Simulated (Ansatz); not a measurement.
## GaP: zone-centre modes

These are results of Ansatz 0.2.0, DFT r2SCAN, scalar-relativistic, plane waves, PAW, not measurements. The runs took a 500 eV cutoff, a Γ-centred 8×8×6 mesh and Gaussian smearing (0.05 eV). No spin polarisation.

The undisturbed cell (as given, not relaxed at this level):

```
CELL_PARAMETERS angstrom
0.00000 -2.72525 -2.72525
0.00000 2.72525 -2.72525
5.45050 0.00000 0.00000
ATOMIC_POSITIONS crystal
Ga 0.50000 0.50000 0.50000
Ga 0.00000 0.00000 0.00000
P 0.00000 0.50000 0.25000
P 0.50000 0.00000 0.75000
```

Harmonic modes by finite displacements of 0.02 Å, without the LO–TO term. The cell doubles the primitive one, so its zone centre also holds the primitive cell's point q = (0, 1/2, 1/2).

(1) At this geometry, is the structure stable against these modes?

(2) List the wavenumbers in cm⁻¹.

## Answers

(1) Yes: no mode is imaginary beyond 10 cm⁻¹, and only the three translations lie near zero.

(2) 0, 0, 0, 109, 109, 252, 358, 358, 360, 360, 360, 369.

Cost: 1 run of about 4.8 core-minutes, on Intel Xeon Processor @ 2.50GHz (Skylake/Cascade Lake) (shared hosts).